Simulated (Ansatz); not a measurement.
Se:
Space group P3₁21 (No. 152); a = b = 4.0663 Å, c = 5.1304 Å, α = β = 90.00°, γ = 120.00°

| atom | site | symmetry | x | y | z |
|---|---|---|---|---|---|
| Se | 3b | .2. | 0.7527 | 0.7527 | 0.5000 |

Relaxed at zero pressure with the program Ansatz at the PBE+D3(BJ) level (PAW).

Task: The volume is lowered by 6 % and shape and atoms relax at that volume. What pressure results, and how do the axes share the change?

Result: 1.8 GPa; a -3.2 %, b -3.2 %, c 0.3 %; the energy rises by 7 meV/atom.

Task: Give the new structure.

Result: 
Space group P3₁21 (No. 152); a = b = 3.936 Å, c = 5.147 Å, α = β = 90.00°, γ = 120.00°

| atom | site | symmetry | x | y | z |
|---|---|---|---|---|---|
| Se | 3b | .2. | 0.7426 | 0.7426 | 0.5000 |

The phase is kept; no other phase was compared at this pressure.

Space group P3_121 (trigonal Se type). The cell was relaxed with PBE+D3(BJ) under the symmetry of its start.

Potentials: the later of the program's two PAW sets.
